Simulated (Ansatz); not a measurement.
Input and command of a plane-wave DFT calculation in Ansatz:

```yaml
crystal:
  lattice:
    - [3.4086037665, 0.0, 0.0]
    - [-1.7043018832, 2.9519374532, 0.0]
    - [0.0, 0.0, 10.2115425885]
  atoms:
    - { symbol: Na, position: [0.3333333333, 0.6666666667, 0.1972424062] }
    - { symbol: Na, position: [0.6666666667, 0.3333333333, 0.8027575938] }
    - { symbol: P, position: [0.0, 0.0, 0.0] }
    - { symbol: P, position: [0.3333333333, 0.6666666667, 0.5553031078] }
    - { symbol: P, position: [0.6666666667, 0.3333333333, 0.4446968922] }
basis:
  ecutwfc: 420
kpoints:
  mp_grid: { grid: [12, 12, 4] }
hamiltonian:
  xc: pbe
scf:
  occupations: { method: gaussian, width: 0.1 }
output:
  forces: true
  stress: true
  eigenvalues: true
relax:
  adjacent_minimum: "off"
  f_tol: 0.01
  max_steps: 80
  cell: { stress_tol: 0.05 }
```

```bash
ansatz run input.yaml --threads 1 --pin off --max-ram 2560MiB --backend cpu --events-out ev --progress --plain --runs-dir out
```

Processor: Intel(R) Xeon(R) Platinum 8375C CPU @ 2.90GHz (Ice Lake), 1 thread, on a host shared with other jobs.

Problem. How long does it run, and how much memory does it take?

Solution. About 32 s on 1 thread of Intel(R) Xeon(R) Platinum 8375C CPU @ 2.90GHz (Ice Lake), on a shared host, peak memory 0.45 GiB. It solves 22 bands at 69 k points (the mesh reduced by the symmetry that the task leaves, which can be less than the crystal's) with about 2039 plane waves (on the last cell), in 29 SCF iterations over 4 ionic steps.
